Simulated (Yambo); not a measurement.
G0W0@PBEsol for K$_{2}$S$_{3}$ (space group Cmc2_1, No. 36) in Yambo. Reference settings: 2×2×2 Γ-centred k mesh, 283 bands and a 6 Ry block in the screening, 283 bands in G with the Bruneval-Gonze terminator, plasmon pole fitted at 27.2 eV. The PBEsol gap (0, -0.5, 0) → (-0.5, -0.5, 0) on this mesh is 1.23 eV; G0W0 gaps are taken between the same points.

The settings were changed. The gap went from 2.94 eV to 2.90 eV, and the shift of the valence edge from -1.01 eV to -0.95 eV.

Task: What was changed between the two runs?
A. 3 Ry block
B. 110 bands in G, no terminator
C. 5 Ry block
D. no random integration

Result: C, 5 Ry block. The others gave (gap, valence shift): no random integration: 2.89, -0.84 eV; 3 Ry block: 2.79, -0.80 eV; 110 bands in G, no terminator: 2.95, -0.35 eV.

Geometry of the Materials Project entry, not relaxed at this level; primitive cell a = b = 6.2222 Å, c = 7.4147 Å, α = β = 90.00°, γ = 108.39°.

A shift is the quasiparticle energy of the state minus its PBEsol energy.
